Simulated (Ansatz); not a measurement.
BiAu2 (cubic Laves, MgCu2 type)

```yaml
crystal:
  lattice:
    - [0.00000, 3.97237, 3.97237]
    - [3.97237, 0.00000, 3.97237]
    - [3.97237, 3.97237, 0.00000]
  atoms:
    - { symbol: Bi, position: [0.00000, 0.00000, 0.00000] }
    - { symbol: Bi, position: [0.25000, 0.25000, 0.25000] }
    - { symbol: Au, position: [0.62500, 0.62500, 0.12500] }
    - { symbol: Au, position: [0.62500, 0.12500, 0.62500] }
    - { symbol: Au, position: [0.62500, 0.62500, 0.62500] }
    - { symbol: Au, position: [0.12500, 0.62500, 0.62500] }
```

The slice is a {100} plane (indices of the conventional cell) through the point (0.250, 0.250, 0.250) (fractional), spanned by u = [100] and v = [0 1 -1] in vectors of this cell: u (5.62 Å) and v (5.62 Å, at 90° to u). It covers one period; positions are fractions (u, v).

Level of theory: PBEsol (plane waves to 420 eV, PAW, scalar-relativistic; Ansatz, an electronic-structure program). k mesh 10×10×10. These are valence fields of a PAW run, semicore shells included where kept as valence: close to a nucleus they are smooth pseudo fields. BiAu2 was relaxed with its symmetry unable to fall. Spin-orbit coupling is left out, though Au and Bi are heavy.

Question: Predict the map of the electrostatic potential energy of an electron, from the cell's mean on the slice.

Answer: 
```
v \ u  0.00  0.12  0.25  0.38  0.50  0.62  0.75  0.88
-----  ----  ----  ----  ----  ----  ----  ----  ----
0.92      x     x   7.9  10.2   8.8  10.2   7.9     x
0.83      x  <2.0   9.8   8.1   2.8   8.2   9.8  <2.0
0.75    6.8   8.9  10.5   6.5     x   6.5  10.5   8.9
0.67   10.7  10.1   8.9   7.2   2.7   7.2   8.9  10.1
0.58   10.8   8.1   2.9   7.2   8.7   7.2   2.9   8.1
0.50   10.5   6.4     x   6.3  10.3   6.3     x   6.4
0.42   10.8   8.1   2.9   7.2   8.7   7.2   2.9   8.1
0.33   10.7  10.1   8.9   7.2   2.7   7.2   8.9  10.1
0.25    6.8   8.9  10.5   6.5     x   6.5  10.5   8.9
0.17      x  <2.0   9.8   8.1   2.8   8.2   9.8  <2.0
0.08      x     x   7.9  10.2   8.8  10.2   7.9     x
0.00      x     x   6.8  11.0  10.5  11.0   6.8     x
```

Values: electrostatic potential energy of an electron, from the cell's mean, in eV. Points within 1 Å of a nucleus are blanked (x), as the pseudised field means little there. Values under 2 eV are set to 2. The zero, the cell's mean, hangs on the PAW cores.
